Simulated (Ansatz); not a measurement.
## Ni2H under pressure

Level of theory: DFT LDA, scalar-relativistic, plane waves, PAW in Ansatz. Plane waves to 420 eV; Γ-centred k mesh 18×18×10; Fermi-Dirac smearing of 0.15 eV. No spin polarisation. Phonons by linear response, acoustic sum rule imposed.

Equilibrium structure at this level:
```xyz
3
Lattice="2.4909 0.0000 0.0000 -1.2455 2.1572 0.0000 0.0000 0.0000 4.1177" Properties=species:S:1:pos:R:3 pbc="T T T"
Ni    1.2455    0.7191    3.1642
Ni    0.0000    1.4381    1.1840
H     0.0000    0.0000    0.1153
```

In a metal, frequencies and elastic constants depend on the k mesh and the smearing, soft modes and shear constants most. Spin polarisation was left out, and a magnetic state may lie lower.

The cell is relaxed again at 3 and 10 GPa. How do volume, gap and optical modes at Γ (cm⁻¹, counted from the lowest optical one; a degenerate one stands once) change?

Answers

```csv
,0 GPa,3 GPa,10 GPa
V/V0,1.000,0.988,0.963
gap (eV),0.00,0.00,0.00
mode 1,142,145,152
mode 3,306,314,332
mode 4,785,806,851
mode 6,806,830,882
```